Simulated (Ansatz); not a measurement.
# Rb3TeBr: sound and stiffness along [100], [110] and [111]

Level of theory: Ansatz, DFT LDA, scalar-relativistic, plane waves, PAW. Plane waves to 420 eV; Γ-centred k mesh 4×4×4; fixed occupations. No spin polarisation.

The cell is fixed (symmetry leaves no force on the atoms) and stands under 0.1 GPa:
Space group Pm-3m (No. 221). a = 6.635 Å, b = 6.635 Å, c = 6.635 Å, α = 90.00°, β = 90.00°, γ = 90.00°
```
atom site symmetry x y z
  Br    1a m-3m  0.0000  0.0000  0.0000
  Te    1b m-3m  0.5000  0.5000  0.5000
  Rb    3c    4/mm.m  0.5000  0.5000  0.0000
```

The cell is the ideal cubic antiperovskite prototype; whether it is the stable structure of this composition wasn't checked.

With ions relaxed, on the cubic axes: C11 = 29.3, C12 = 0.5, C44 = 0.9 GPa. The density is 2.637 g/cm³. Zone-centre modes weren't checked beside this run.

Question: Is the crystal stable against strain, and how anisotropic is it?

Answer: Born's conditions hold: C11 + 2C12 = 30.2, C11 − C12 = 28.9 and C44 = 0.9 GPa are all positive. B = (C11 + 2C12)/3 = 10.1 GPa. The two shear moduli are C44 and C′ = (C11 − C12)/2 = 14.4 GPa, so Zener's ratio is A = C44/C′ = 0.06: the shear C44 is the soft one, as in NaCl, KCl, the halide perovskites and the bcc metals V, Nb, Cr and Mo. The Cauchy pressure C12 − C44 is -0.4 GPa; it would vanish for pair forces between atoms on inversion centres at zero pressure, and a negative value is usual with directional bonding, though many-body forces give one in some ionic oxides too.

Question: Give the sound speeds along the three symmetry directions.

Answer: The Christoffel equation gives ρv² for each branch:
| direction | branch | ρv² | GPa | v (m/s) |
| --- | --- | --- | --- | --- |
| [100] | L | C11 | 29.3 | 3336 |
| [100] | T (×2) | C44 | 0.9 | 574 |
| [110] | L | (C11 + C12 + 2C44)/2 | 15.8 | 2445 |
| [110] | T, u ∥ [001] | C44 | 0.9 | 574 |
| [110] | T, u ∥ [1-10] | (C11 − C12)/2 | 14.4 | 2341 |
| [111] | L | (C11 + 2C12 + 4C44)/3 | 11.2 | 2065 |
| [111] | T (×2) | (C11 − C12 + C44)/3 | 9.9 | 1940 |

Question: How does Young's modulus depend on direction?

Answer: Inverting gives S11 = 34.099, S12 = -0.515, S44 = 1149.425 TPa⁻¹. Along a unit vector (l, m, n), 1/E = S11 − 2(S11 − S12 − S44/2)(l²m² + m²n² + n²l²), where the last bracket is 0, 1/4 and 1/3 for [100], [110] and [111]: E = 29, 3 and 3 GPa. With A < 1 the cube edge is stiffest. For a film on (001), the biaxial modulus is C11 + C12 − 2C12²/C11 = 30 GPa and the normal strain is −2C12/C11 = -0.03 times the in-plane one.